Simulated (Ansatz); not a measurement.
Cr₃Ge:
```
CELL_PARAMETERS angstrom
      4.54675     0.00000     0.00000
      0.00000     4.54675     0.00000
      0.00000     0.00000     4.54675
ATOMIC_POSITIONS crystal
  Cr 0.25000 0.00000 0.50000
  Cr 0.75000 0.00000 0.50000
  Cr 0.50000 0.75000 0.00000
  Cr 0.50000 0.25000 0.00000
  Cr 0.00000 0.50000 0.75000
  Cr 0.00000 0.50000 0.25000
  Ge 0.00000 0.00000 0.00000
  Ge 0.50000 0.50000 0.50000
```

Relaxed with r²SCAN.

Question: Map the electron localisation function on the plane through (0.250, 0.000, 0.500) spanned by u = [1, 0, 0] and v = [0, 1, 0] in lattice vectors, from plane-wave PAW r²SCAN (Ansatz code).

Answer: x is the fraction of u, y of v (the angle between them is 90°; rows are the nearest grid lines); atoms in the plane: Cr at (0.00, 0.00), Cr at (0.50, 0.00), Ge at (0.25, 0.50).
```
|998742235899998532247899|
|998632224799997422236899|
|986422323578875322224689|
|663213321256652123212366|
|321124431112321134321123|
|111235543111112345532111|
|223445554322233455554322|
|444444444444444444444444|
|554433333445554443344455|
|544321112345554333334455|
|543200001345544332333455|
|543100100244543332333455|
|543100100244543332333455|
|543200001345544332333455|
|544321112345554333334455|
|554433333445554443344455|
|444444444444444444444444|
|223445554322233455554322|
|111235543111112345532111|
|321124431112321134321123|
|663213321256652123212366|
|986422323578875322224689|
|998632224799997422236899|
|998742235899998532247899|
```
Scale: ten equal steps from -0.009 (start of '0') to 0.948 (end of '9'), in the order '0123456789'; x runs from 0.000 to 1.00, y from 0.000 (bottom) to 1.00 (top).

The density is the valence pseudo-density with augmentation charge, so density and ELF within about 1 Å of a nucleus are not all-electron values.

Space group Pm-3n (A15 (Cr3Si type)). The workflow started from a Materials Project entry (that database holds measured and hypothetical structures alike); the Crystallography Open Database copy checked does not list it. Its standing as an ambient phase is unchecked. The r²SCAN relaxation kept the symmetry of its start; its stability against distortions is not shown here. The run is not spin-polarised.

Potentials: the later of the program's two PAW sets.
